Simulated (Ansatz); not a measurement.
FeAgO2 in space group P6_3/mmc (No. 194; Fe on 2a, Ag on 2c, O on 4f), plane-wave PAW PBEsol (Ansatz code), all energies at zero smearing, with the estimated change up to a 700 eV cutoff added, with one set of potentials and settings (totals compare only within such a set). Cell of 8 atoms (2 Fe, 2 Ag, 4 O): -26182.527 eV.

```json
[
 {"element": "Fe", "reference phase": "Im-3m, 1 atoms in the cell, spin-polarised", "E (eV/atom)": "-4448.8520"},
 {"element": "Ag", "reference phase": "P6_3/mmc, 4 atoms in the cell", "E (eV/atom)": "-7522.2452"},
 {"element": "O", "reference phase": "C2/m, 4 atoms in the cell, spin-polarised", "E (eV/atom)": "-558.3554"}
]
```

Formation energy per atom, worked out: (-26182.527 − 2×(-4448.8520) − 2×(-7522.2452) − 4×(-558.3554))/8 = -0.864 eV/atom (-83 kJ per mol of atoms), at 0 K, without zero-point energy or fitted corrections.

The workflow started from a Materials Project entry (that database holds measured and hypothetical structures alike); the Crystallography Open Database files this formula in space group No. 194, but the cells were not matched. Its standing as an ambient phase is unchecked. The cell was relaxed with PBEsol under the symmetry of its start; whether a distortion lowers the energy is not shown. The final state is ferromagnetic, chosen from 4 collinear starts compared on coarse meshes (ties went to the first, and starts can fall back to one state), not a proven ground state. No Hubbard U is applied. The references are the lowest solids computed at this level, not always the standard phases (solids in place of the gases).

Potentials: the later of the program's two PAW sets.
